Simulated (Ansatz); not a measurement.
MgTeW3O12: ²⁵Mg nuclear quadrupole resonance

Cell: a Materials Project structure (computed, not necessarily an observed phase) whose atoms were relaxed with PBE, the cell held.

```yaml
crystal:
  lattice:
    - [5.19692, 0.00000, 0.00000]
    - [0.03930, 5.74133, 0.00000]
    - [0.07981, 0.96837, 7.77642]
  atoms:
    - { symbol: Mg, position: [0.48995, 0.11442, 0.29997] }
    - { symbol: Te, position: [0.51551, 0.54259, 0.53059] }
    - { symbol: W, position: [0.00371, 0.99783, 0.54312] }
    - { symbol: W, position: [0.49874, 0.56398, 0.99956] }
    - { symbol: W, position: [0.98795, 0.04849, 0.01470] }
    - { symbol: O, position: [0.69171, 0.12790, 0.53428] }
    - { symbol: O, position: [0.84908, 0.98758, 0.22721] }
    - { symbol: O, position: [0.72352, 0.79529, 0.94793] }
    - { symbol: O, position: [0.85248, 0.68091, 0.55324] }
    - { symbol: O, position: [0.22137, 0.73115, 0.04884] }
    - { symbol: O, position: [0.59654, 0.45161, 0.21516] }
    - { symbol: O, position: [0.39473, 0.52442, 0.76746] }
    - { symbol: O, position: [0.79268, 0.29351, 0.93815] }
    - { symbol: O, position: [0.17795, 0.23801, 0.42602] }
    - { symbol: O, position: [0.28328, 0.19531, 0.06194] }
    - { symbol: O, position: [0.09666, 0.01481, 0.76022] }
    - { symbol: O, position: [0.32416, 0.82141, 0.44355] }
```

Sites (sets of like atoms) are named by element and the number of their first atom in this list.

Computed with Ansatz: DFT, r2SCAN, plane waves and PAW, scalar-relativistic, 500 eV cutoff, Γ-centred 5×4×3 k-points, Fermi–Dirac smearing 0.02 eV.

²⁵Mg: I = 5/2, Q = 199.4 mb (year-2017 value). Static lattice, zero field.

(1) At which frequencies do the ²⁵Mg NQR lines lie?

Answers

(1) For I = 5/2 and η = 0 the lines are 3|C_Q|/20 and twice that; η pulls their ratio below 2.

```tsv
site	atoms	V_zz (10²¹ V/m²)	C_Q (MHz)	η	line frequencies (MHz)
Mg	1	1.37	6.62	0.42	1.17, 1.92
```

At this cell the principal stresses reach 6 GPa in size with r2SCAN, which can matter for small gradients. The largest force is 0.7 eV/Å, so the atoms aren't at the calculated equilibrium and relaxing them would move these values.
